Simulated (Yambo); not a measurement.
Yambo run on K2PdC2 (space group P-3m1, No. 164). The wavefunctions come from this Quantum ESPRESSO step (LDA, PseudoDojo standard norm-conserving files, scalar-relativistic):

```
&CONTROL
  calculation = 'nscf'
  pseudo_dir = './pseudo'
  outdir = './out'
/
&SYSTEM
  ibrav = 0
  nat = 5
  ntyp = 3
  ecutwfc = 82.0
  ecutrho = 328.0
  occupations = 'fixed'
  force_symmorphic = .true.
  nbnd = 221
/
&ELECTRONS
  conv_thr = 5e-09
  diago_full_acc = .true.
  diago_thr_init = 1e-08
/
ATOMIC_SPECIES
C 12.0110 C.upf
K 39.0983 K.upf
Pd 106.4200 Pd.upf
CELL_PARAMETERS angstrom
  5.118180043000   0.000000000000   0.000000000000
 -2.559090021000   4.432473938000   0.000000000000
  0.000000000000   0.000000000000   5.258140000000
ATOMIC_POSITIONS crystal
C   0.000000000000   0.000000000000   0.620200000000
C   0.000000000000   0.000000000000   0.379800000000
K   0.666666667000   0.333333333000   0.720200000000
K   0.333333333000   0.666666667000   0.279800000000
Pd   0.000000000000   0.000000000000   0.000000000000
K_POINTS automatic
3 3 2 0 0 0
```

Yambo input:

```
rim_cut
gw0
dyson
el_el_corr
HF_and_locXC
ppa
em1d
RandQpts= 1000000
RandGvec= 1 Ry
EXXRLvcs= 82 Ry
VXCRLvcs= 328 Ry
Chimod= "HARTREE"
% BndsRnXp
 5 | 220 |
%
NGsBlkXp= 8 Ry
% LongDrXp
 1.0 | 1.0 | 1.0 |
%
PPAPntXp= 27.2114 eV
% GbndRnge
 1 | 220 |
%
GTermKind= "BG"
DysSolver= "n"
ExtendOut
% QPkrange
 2 | 2 | 22 | 23 |
 4 | 4 | 22 | 23 |
%
```

k points by index: 2 = A, 4 = (0, 0.333, -0.5).

The o-*.qp file then holds:

```
#    K-point    Band    Eo [eV]    E [eV]    E-Eo [eV]    Vxc [eV]    Vnlxc [eV]    Sc|Eo [eV]    Sc|E [eV]    dSc/dw|Eo [eV]    Re(Z)    Im(Z)
#
    2    22    0.000000    -0.576646    -0.576646    -20.01377    -24.06251    3.293113    3.472096    -8.443609    0.763182    -0.001772
    2    23    2.642876    3.491037    0.848161    -10.85292    -6.293760    -3.505151    -3.711001    -6.602525    0.804733    -0.002305
    4    22    -0.020994    -0.594537    -0.573543    -19.88538    -23.91420    3.277709    3.455277    -8.422164    0.763641    -0.001764
    4    23    1.677619    2.211920    0.534301    -9.949034    -6.217307    -3.072646    -3.197426    -6.353542    0.810706    -0.001422
```
(The two width columns are left out.) Convergence of these settings isn't established.

Spin-orbit coupling is not included.

Geometry of the Materials Project entry, not relaxed at this level.

The structure is a Materials Project entry; no match was found in the copy of COD used, and its stability was not checked.
